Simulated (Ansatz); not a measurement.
**From a trial cell to the properties of Y (hcp)**

**What was measured.** A cell as deposited of hexagonal Y (space group P6_3/mmc), temperature not stated, from the Crystallography Open Database (1960), has a, c = 3.651, 5.747 Å and 33.18 Å³/atom.

The computed numbers are results of PBE, scalar-relativistic (no spin polarisation) in the plane-wave PAW code Ansatz at 420 eV, 14×14×8 k-mesh, Gaussian smearing of 0.05 eV. The datasets are Ansatz's generated set soft_2.

The first cell, 0 % under the database's volume:

```
CELL_PARAMETERS angstrom
3.65000 0.00000 0.00000
-1.82500 3.16099 0.00000
0.00000 0.00000 5.73415
ATOMIC_POSITIONS crystal
Y 0.33333 0.66667 0.75000
Y 0.66667 0.33333 0.25000
```

The steps in volume:

| run | level | k-mesh | kind | V (Å³/atom) | P (GPa) | E − E(final) (meV/atom) | gap on the mesh (eV) |
| --- | --- | --- | --- | --- | --- | --- | --- |
| 1 | PBE | 14×14×8 | cell and atoms relaxed | 32.84 | 0.0 | 0.0 | metal |

The cell is relaxed to zero pressure at this level.

The final structure (symmetry read at 0.01 Å). The structure is hexagonal, space group P6_3/mmc (No. 194). Conventional cell: a = 3.657 Å, b = 3.657 Å, c = 5.670 Å, α = 90.00°, β = 90.00°, γ = 120.00°. Y (site symmetry -6m2) has 12 Y at 3.53 to 3.66 Å as nearest neighbours. (Shells end 15 % past the nearest neighbour.)

At the final geometry the gap, band path included, is zero (metallic). 

**Comparison.** The computed cell (3.657, 5.670 Å, 32.84 Å³/atom) differs from the database's by −1.0 % in volume, about −0.3 % in length. The axes miss by +0.2 %, −1.4 %, so errors cancel in the volume. PBE more often overestimates volumes; a smaller cell is partly the thermal expansion and zero-point motion that the static lattice lacks.
